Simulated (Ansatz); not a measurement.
Phonons of GaP (zinc blende) at Γ, L = (0.5, 0.0, 0.0), X = (0.5, 0.5, 0.0).

GaP (zinc blende)

```
GaP
1.0
    0.00000     2.72569     2.72569
    2.72569     0.00000     2.72569
    2.72569     2.72569     0.00000
P Ga
1 1
Direct
  0.75000   0.75000   0.75000
  0.00000   0.00000   0.00000
```

The numbers are results of r2SCAN (plane waves to 500 eV, PAW, scalar-relativistic; Ansatz, a quantum-chemistry and plane-wave program), not measurements. Harmonic phonons by density-functional perturbation theory on a 8×8×8 k mesh, in cm⁻¹; i marks imaginary ones, q is in fractions of the reciprocal vectors of the cell shown, and the three acoustic modes at Γ are left out. The non-analytic (LO-TO) term is not included, so polar modes at Γ have their transverse values. GaP was relaxed with its symmetry unable to fall.

| q | wavenumbers (cm⁻¹) |
|---|---|
| Γ | 360 (×3) |
| L = (0.5, 0.0, 0.0) | 84 (×2), 234, 358 (×2), 372 |
| X = (0.5, 0.5, 0.0) | 109 (×2), 252, 358 (×2), 369 |

The structure shows no imaginary mode at these points (lowest 84 cm⁻¹ at L = (0.5, 0.0, 0.0)); other wave vectors were not tested.

Highest mode: 372 cm⁻¹ at L = (0.5, 0.0, 0.0).
